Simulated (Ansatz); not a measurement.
CsGeI3:
Space group R3m, hexagonal axes (No. 160); a = 8.2457 Å, b = 8.2457 Å, c = 10.1827 Å, α = 90.00°, β = 90.00°, γ = 120.00°

```json
[
 {"atom": "Cs", "site": "3a", "symmetry": "3m", "x": "0.0000", "y": "0.0000", "z": "0.5948"},
 {"atom": "Ge", "site": "3a", "symmetry": "3m", "x": "0.0000", "y": "0.0000", "z": "0.1121"},
 {"atom": "I", "site": "9b", "symmetry": ".m", "x": "0.3340", "y": "0.1670", "z": "0.2604"}
]
```
(The calculation used a cell of 5 atoms; values per cell refer to that cell.)

Relaxed at zero pressure with plane-wave PAW PBEsol (Ansatz code).

Problem. The volume is raised by 6 % and shape and atoms relax at that volume. What pressure results, and how do the axes share the change?

Solution. -0.7 GPa; a 1.4 %, b 1.4 %, c 3.0 %; the energy rises by 6 meV/atom.

Problem. Give the new structure.

Solution. 
Space group R3m, hexagonal axes (No. 160); a = b = 8.3633 Å, c = 10.4924 Å, α = β = 90.00°, γ = 120.00°

```csv
atom,site,symmetry,x,y,z
Cs,3a,3m,0.0000,0.0000,0.5943
Ge,3a,3m,0.0000,0.0000,0.1211
I,9b,.m,0.3314,0.1657,0.2575
```

The phase is kept; no other phase was compared at this pressure.

The first step of the workflow began from a Materials Project structure, measured or hypothetical; the Crystallography Open Database files this formula in space group No. 160, but the cells were not matched. Its standing as an ambient phase is unchecked. Symmetry was held in the PBEsol relaxation; its stability against distortions is not shown here. Spin–orbit coupling is left out wherever it is not named.

Potentials: the later of the program's two PAW sets.
